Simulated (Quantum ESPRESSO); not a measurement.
# Zn4F6Cl2: convergence and cost over cutoff and k mesh

A calculation, not a measurement. The program is pw.x of Quantum ESPRESSO 7.5 (plane-wave density functional theory). The cell is made up: 12 atoms on a rutile lattice, with randomly drawn elements, strain and displacements, not relaxed. PseudoDojo standard norm-conserving files (v0.5 for PBE, v0.4.1 for LDA and PBEsol) set the functional; there is no spin polarisation, spin-orbit coupling or dispersion term, and the masses in the input are unused placeholders.

Input of the run in row 4:

```
&control calculation='scf', pseudo_dir='./dojo.nc.sr.pbe.v0_5.standard.upf', outdir='./o', disk_io='medium', tprnfor=.true., tstress=.true. /
&system ibrav=0, nat=12, ntyp=3, nbnd=74, ecutwfc=84.00895049, nosym=.true., tot_charge=0,
 occupations='smearing', smearing='fd', degauss=0.0018374661
/
&electrons conv_thr=7.350e-09, electron_maxstep=60, /
ATOMIC_SPECIES
Cl 1.0 Cl.upf
F 1.0 F.upf
Zn 1.0 Zn.upf
CELL_PARAMETERS angstrom
4.9484 0.0315 0.0493
0.0315 4.9812 0.0034
0.0658 0.0045 6.4314
ATOMIC_POSITIONS angstrom
Zn 0.0517 -0.029 0.0018
Zn 2.5278 2.4658 1.6346
Zn 0.0801 0.0093 3.2111
Zn 2.5725 2.5247 4.8503
F 1.4564 1.6073 -0.0563
Cl 3.4537 3.46 0.0251
F 3.9887 0.9912 1.6275
F 0.986 4.0061 1.6461
F 1.5473 1.5136 3.2348
F 3.5148 3.5591 3.3255
Cl 4.0356 0.9478 4.8635
F 1.0552 4.0 4.8621
K_POINTS automatic
5 5 4 1 1 1
```

The same cell was run at these settings. Meshes are shifted by half a step, and differences are from the last row, which is itself not exact.

| cutoff (eV) | k mesh | k points solved | threshold (eV) | free energy less the last row's (eV) | pressure (GPa) | largest stress difference (GPa) | largest force difference (eV/Å) | iterations | wall time (s) | k-point pools | processor |
| --- | --- | --- | --- | --- | --- | --- | --- | --- | --- | --- | --- |
| 800 | 2 x 2 x 2 | 4 | 1e-04 | 6.400 | -47.30 | 58.84 | 0.051 | 7 | 83 | 1 | AMD EPYC, Zen 5 class |
| 1143 | 1 x 1 x 1 | 1 | 1e-07 | -0.248 | 11.71 | 3.41 | 0.209 | 10 | 44 | 4 | Intel Xeon, older |
| 801 | 5 x 5 x 4 | 50 | 1e-07 | 6.328 | -46.59 | 57.95 | 0.048 | 10 | 188 | 4 | Intel Xeon, older |
| 1143 | 5 x 5 x 4 | 50 | 1e-07 | 0.003 | 11.30 | 0.01 | 0.000 | 10 | 325 | 4 | Intel Xeon, older |
| 1437 | 7 x 7 x 6 | 147 | 1e-07 | 0.000 | 11.31 | 0.00 | 0.000 | 10 | 1331 | 4 | Intel Xeon, older |

Each pool is one process. Wall times include start-up and a band step at six k points, which weighs most on the coarsest meshes. The runs were on shared virtual cores whose load varied, so times are rough.